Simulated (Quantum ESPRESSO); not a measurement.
# Mo6AlTa: a curve over strain

A calculation, not a measurement. The program is pw.x of Quantum ESPRESSO 7.5 (plane-wave density functional theory). The cell is made up: eight metal atoms on a hexagonal close-packed lattice, with elements, volume, strain and displacements drawn at random and not relaxed, so it may be unstable or far from any real phase. PseudoDojo standard norm-conserving files set the functional (PBE unless stated); there is no spin polarisation or spin-orbit coupling, the Fermi-Dirac width of 0.25 eV means electrons at about 2900 K, and the masses in the input are unused placeholders. Heavy elements are run without spin-orbit coupling, which real alloys of them have. A spin test at this wide smearing found no moment, but such smearing suppresses magnetism that the real alloy may have.

Seven runs add a strain to one cell (uniform); the atoms follow the cell and are not relaxed. Stress in the table is positive in tension.

Input of the run at -0.0012:

```
&control calculation='scf', pseudo_dir='./dojo.nc.sr.pbe.v0_5.standard.upf', outdir='./o', disk_io='minimal', tprnfor=.true., tstress=.true. /
&system ibrav=0, nat=8, ntyp=3, nbnd=67, ecutwfc=79.96652505, nosym=.true., tot_charge=0,
 occupations='smearing', smearing='fd', degauss=0.0183746611
/
&electrons conv_thr=1.470e-08, electron_maxstep=70, mixing_beta=0.5 /
ATOMIC_SPECIES
Al 1.0 Al.upf
Mo 1.0 Mo.upf
Ta 1.0 Ta.upf
CELL_PARAMETERS angstrom
2.8666 -0.0054 4.4195
2.8284 -0.0585 -4.3951
-2.9028 5.046 0.0172
ATOMIC_POSITIONS angstrom
Mo 0.1156 -0.0351 0.0758
Al -1.4466 2.4809 -0.0017
Mo 2.8821 1.5689 -2.15
Mo 1.3323 4.1207 -2.1727
Mo 2.9533 -0.0113 0.0805
Ta 1.3567 2.5488 0.0743
Mo 2.7866 1.6193 2.1796
Mo 1.3667 4.1455 2.3025
K_POINTS automatic
6 6 5 1 1 1
```

```
added strain  free energy less that of the input shown (eV)  stress xx (GPa)  stress yy (GPa)  stress zz (GPa)  stress xy (GPa)  pressure (GPa)  iterations
     -0.0246                                         0.9972           -25.01           -25.14           -36.71             1.19           28.95          16
     -0.0192                                         0.6748           -20.10           -20.21           -31.23             1.15           23.85          16
     -0.0012                                         0.0000            -5.95            -5.99           -15.29             1.02            9.08          16
     +0.0049                                        -0.1005            -1.84            -1.88           -10.62             0.98            4.78          17
     +0.0132                                        -0.1423             3.21             3.21            -4.82             0.91           -0.53          17
     +0.0160                                        -0.1333             4.79             4.80            -3.00             0.89           -2.20          17
     +0.0228                                        -0.0648             8.39             8.42             1.18             0.84           -6.00          17
```

A cubic fit gives a slope of stress xx against the added strain of 688 GPa at zero added strain, with the atoms clamped. Across the table the energy follows the integral of volume times stress to 3.9 meV. A rerun of one of the cells at a higher cutoff and on a denser mesh moved values by no more than 0.003 eV in energy, 0.04 GPa in stress and 0.004 eV/Å in force, and a second program with other atomic files agreed on that cell to 2 % rms in force and 0.5 GPa in pressure.